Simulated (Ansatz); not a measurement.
K: hydrostatic pressure series

Theory: DFT PBEsol, scalar-relativistic, plane waves, PAW in Ansatz. (420 eV cutoff, 6×6×4 k-mesh, Gaussian smearing of 0.10 eV, no spin polarisation)

Starting point, cell and atoms relaxed:

```xyz
5
Lattice="4.2651 -4.2588 0.0000 4.2651 4.2588 0.0000 0.0000 0.0000 11.1455" Properties=species:S:1:pos:R:3 pbc="T T T"
K     2.1326   -2.1294    3.4467
K     2.1326    2.1294    7.6988
K     2.1326    2.1294    3.4467
K     2.1326   -2.1294    7.6988
K     0.0000    0.0000    0.0000
```

Cell and atoms are relaxed at each pressure within the symmetry of the start, at zero temperature, so transitions that lower the symmetry aren't seen. The k-mesh given is that at zero pressure and may differ at others. a, b and c are the lengths of the cell vectors above.

```
P (GPa) V (Å³/atom) V/V0  a (Å) b (Å) c (Å)
      0        80.98  1.000  6.027  6.027  11.145
      3        50.48  0.623  5.179  5.179   9.411
      8        36.14  0.446  4.748  4.748   8.014
     15        26.97  0.333  4.357  4.357   7.106
     30        19.01  0.235  3.863  3.863   6.370
     60        14.27  0.176  3.401  3.401   6.171
```

(1) Does the structure keep its space group?

(2) Which cell vector or vectors give way most up to 60 GPa?

## Answers

(1) No: Cmmm (65) at 0 GPa, P4/mmm (123) at 3 GPa, P4/mmm (123) at 8 GPa, P4/mmm (123) at 15 GPa, P4/mmm (123) at 30 GPa, P4/mmm (123) at 60 GPa.

(2) c: the changes are a -43.6 %, b -43.6 %, c -44.6 %.

This form isn't the element's structure at ambient conditions.